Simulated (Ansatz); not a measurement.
Here is the system:

GaN:
Space group P6₃mc (No. 186); a = 3.183 Å, b = 3.183 Å, c = 5.185 Å, α = 90.00°, β = 90.00°, γ = 120.00°

```
atom  site  symmetry       x       y       z
----  ----  --------  ------  ------  ------
Ga      2b       3m.  0.6667  0.3333  0.4992
N       2b       3m.  0.3333  0.6667  0.3758
```

This is the PBEsol-relaxed structure.

Question: All from DFT-PBEsol in the program Ansatz with PAW potentials, unless another level is named. Give the electronic dielectric constant ε∞ (DFPT).

Answer: 5.83 (xx = yy), 6.02 (zz).

Question: Give the largest static χ(2) component.

Answer: 5.3 pm/V.

Question: What about the Born charges (a third of the trace)?

Answer: Ga +2.66, N -2.66 e.

Space group P6_3mc (wurtzite). The PBEsol relaxation kept the symmetry of its start. Scalar-relativistic: spin–orbit coupling is off unless named, which matters more the heavier the elements.

Potentials: the earlier of the program's two PAW sets. The files were generated under PBE; for other functionals the program regenerates the frozen cores, and for LDA and PBEsol the local potential too.
